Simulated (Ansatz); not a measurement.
Ca₃GeO (anti-perovskite)

```xyz
5
Lattice="4.6703 0.0000 0.0000 0.0000 4.6703 0.0000 0.0000 0.0000 4.6703" Properties=species:S:1:pos:R:3 pbc="T T T"
Ca     2.3351     2.3351     0.0000
Ca     0.0000     2.3351     2.3351
Ca     2.3351     0.0000     2.3351
Ge     0.0000     0.0000     0.0000
O      2.3351     2.3351     2.3351
```

Grid over V/V₀ and (c/a)/(c/a)₀, subscript 0 meaning the relaxed cell; the conventional c axis lies along z; no internal relaxation.

These are PBEsol (plane waves to 420 eV, PAW, scalar-relativistic; Ansatz, a program for electronic structure) values and carry that method's errors. k mesh 10×10×10 (Γ-centred), Fermi-Dirac smearing 0.05 eV. Stress and pressure are positive under compression. With partly filled bands, the response to shear is sensitive to the k mesh, so small differences along c/a are uncertain. At this level the bands of Ca3GeO touch or barely overlap. Ca3GeO was relaxed with its symmetry unable to fall.

At one point of the scan the stress tensor (GPa) is:

```
   -0.5      0.0      0.0
    0.0     -0.5      0.0
    0.0      0.0     -2.5
```

Which point is it?
A) V/V₀ = 1.020, (c/a)/(c/a)₀ = 1.020
B) V/V₀ = 0.980, (c/a)/(c/a)₀ = 1.040
C) V/V₀ = 1.040, (c/a)/(c/a)₀ = 0.980
D) V/V₀ = 1.020, (c/a)/(c/a)₀ = 1.040

A, V/V₀ = 1.020, (c/a)/(c/a)₀ = 1.020

(A scan under strain: stresses follow from slopes of the energy per volume, elastic moduli from its curvatures.)
